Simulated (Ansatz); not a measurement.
## Elastic constants of Na (P6_3/mmc), step by step

```
CELL_PARAMETERS angstrom
3.71862 0.00000 0.00000
-1.85931 3.22042 0.00000
0.00000 0.00000 6.07403
ATOMIC_POSITIONS crystal
Na 0.33333 0.66667 0.25000
Na 0.66667 0.33333 0.75000
```

Level of theory, where no other is named: PBEsol, all-electron LAPW in Ansatz 0.2.0, scalar-relativistic. k mesh 14×14×8, Fermi-Dirac smearing of 0.100 eV, basis error target 1 meV/atom. The cell was relaxed by PAW under this functional. The structure is one entry of a database and needn't be the stable phase.

The cell is hexagonal and carries a residual pressure of 0.02 GPa at this level. Each strain component that symmetry leaves independent is applied at ±0.003, the ions relax wherever a strain frees them, and the stress (tension positive, GPa) is read. Shears are engineering strains, γ = 2ε.

```tsv
strain	size	σxx	σyy	σzz	σyz	σxz	σxy
xx	-0.003	-0.0553	-0.0389	-0.0305	0.0000	0.0000	0.0000
xx	+0.003	0.0193	0.0039	-0.0072	0.0000	0.0000	0.0000
zz	-0.003	-0.0294	-0.0294	-0.0667	0.0000	0.0000	0.0000
zz	+0.003	-0.0060	-0.0060	0.0285	0.0000	0.0000	0.0000
yz	-0.003	-0.0176	-0.0174	-0.0189	-0.0087	0.0000	0.0000
yz	+0.003	-0.0176	-0.0174	-0.0189	0.0087	0.0000	0.0000
```

A central difference gives one constant, for example C11 ≈ (0.0193 − (-0.0553))/(0.006) = 12.4 GPa; the program then imposes the crystal's symmetry on the whole matrix.

Problem. What are the independent elastic constants?

Solution. C11 = 12.4, C12 = 7.1, C13 = 3.9, C33 = 15.9, C44 = 2.9 GPa.

Problem. Is the crystal stable against homogeneous strain?

Solution. The least eigenvalue of the 6×6 matrix is 2.6 GPa, so yes.

Problem. What moduli does a random aggregate of grains have?

Solution. Voigt and Reuss bounds: B from 7.8 to 7.8 and G from 3.1 to 3.4 GPa; their means are B = 7.8 and G = 3.3 GPa. Then E = 9BG/(3B + G) = 8.6 GPa, ν = (3B − 2G)/(6B + 2G) = 0.318 and B/G = 2.41, on the ductile side of Pugh's 1.75 (a rule of thumb).

Problem. With the density of 1.050 g/cm³, how fast does sound travel, and what Debye temperature follows?

Solution. 

```tsv
direction	slow (m/s)	middle (m/s)	fast (m/s)
x	1589	1659	3441
y	1589	1659	3441
z	1659	1659	3888
```

The mean of v⁻³ over directions and branches gives v_m = 1945 m/s and θ_D = (ħ/k_B) v_m (6π²n)^(1/3) = 175 K, n being atoms per volume. Young's modulus spans 8 to 14 GPa over directions, and the universal anisotropy index is 0.50.

Problem. How far do the constants move if PAW replaces LAPW in the same cell?

Solution. 

```
constant  LAPW (GPa)  PAW (GPa)  difference
     C11        12.4       12.4         0.0
     C12         7.1        7.1         0.0
     C13         3.9        3.9         0.0
     C33        15.9       15.8        -0.1
     C44         2.9        2.9         0.0
```

Known limits: responses of metals move with mesh and smearing; the frozen-core PAW files of the compared runs were fitted under PBE, their cores solved anew for this functional.
